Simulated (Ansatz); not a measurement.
ZnS (wurtzite)

```
ZnS
1.0
    3.78216     0.00000     0.00000
   -1.89108     3.27544     0.00000
    0.00000     0.00000     6.20766
Zn S
2 2
Direct
  0.66667   0.33333   0.99968
  0.33333   0.66667   0.49968
  0.66667   0.33333   0.62552
  0.33333   0.66667   0.12552
```

The slice is a (1 -1 0 0) plane (indices of the conventional cell) through the point (0.667, 0.333, 1.000) (fractional), spanned by u = [110] and v = [001] in vectors of this cell: u (3.78 Å) and v (6.21 Å, at 90° to u). It covers one period; positions are fractions (u, v).

Computed with PBEsol (plane waves to 420 eV, PAW, scalar-relativistic; Ansatz, an electronic-structure program). k mesh 10×10×6. Inside the PAW spheres the values are not all-electron values, and peaks at nuclei hang on which shells count as valence. ZnS was relaxed with its symmetry unable to fall.

Q: Sketch the electron localisation function (ELF) on this plane as a map.

A: 
```
|xx011233332110x|
|001111111111110|
|111110000001111|
|333320000002333|
|887641000014678|
|999863100136899|
|889975200257998|
|xx798621126897x|
|xx799631136997x|
|xx899521125998x|
|679984211248997|
|889863111136898|
|887642111124678|
|554321111112345|
|111000111100011|
|000000111100000|
|000001333310000|
|000023555532000|
|111135666653111|
|111246777764211|
|111136788763111|
|001125788752110|
|xx012467764210x|
|xx011356653110x|
```
Scale: ten equal steps from 0.02 (start of '0') to 0.90 (end of '9'), in the order '0123456789'. Values: electron localisation function (ELF). The map has 15 points along u (one character each, u = 0 at the left) and 24 along v (v = 0 in the bottom row). Points within 0.5 Å of a nucleus are blanked (x), as the pseudised field means little there.
